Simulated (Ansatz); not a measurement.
TeW (CsCl type, Pm-3m) under volume change, DFT-r²SCAN in the program Ansatz with PAW potentials, scaled uniformly.

```json
[
 {"V (Å³/atom)": "16.628", "E − E(relaxed) (meV/atom)": "102.6", "P (GPa)": "21.97"},
 {"V (Å³/atom)": "17.177", "E − E(relaxed) (meV/atom)": "42.7", "P (GPa)": "13.29"},
 {"V (Å³/atom)": "17.725", "E − E(relaxed) (meV/atom)": "10.0", "P (GPa)": "6.05"},
 {"V (Å³/atom)": "18.273", "E − E(relaxed) (meV/atom)": "0.0", "P (GPa)": "0.00"},
 {"V (Å³/atom)": "18.821", "E − E(relaxed) (meV/atom)": "8.9", "P (GPa)": "-5.07"},
 {"V (Å³/atom)": "19.369", "E − E(relaxed) (meV/atom)": "33.8", "P (GPa)": "-9.36"},
 {"V (Å³/atom)": "19.917", "E − E(relaxed) (meV/atom)": "72.2", "P (GPa)": "-12.99"}
]
```

Q: What does a third-order Birch–Murnaghan fit give for V₀, B₀ and B′?

A: V₀ = 18.27 Å³/atom, B₀ = 185 GPa, B′ = 4.8.

The cell is a constructed one: a structure type filled with these elements; neither database checked (COD, Materials Project) lists it. Whether it is the stable phase at ambient conditions was not checked. The cell was relaxed with r²SCAN under the symmetry of its start; its stability against distortions is not shown here. The run is not spin-polarised. Spin–orbit coupling is left out wherever it is not named.

Potentials: the earlier of the program's two PAW sets.
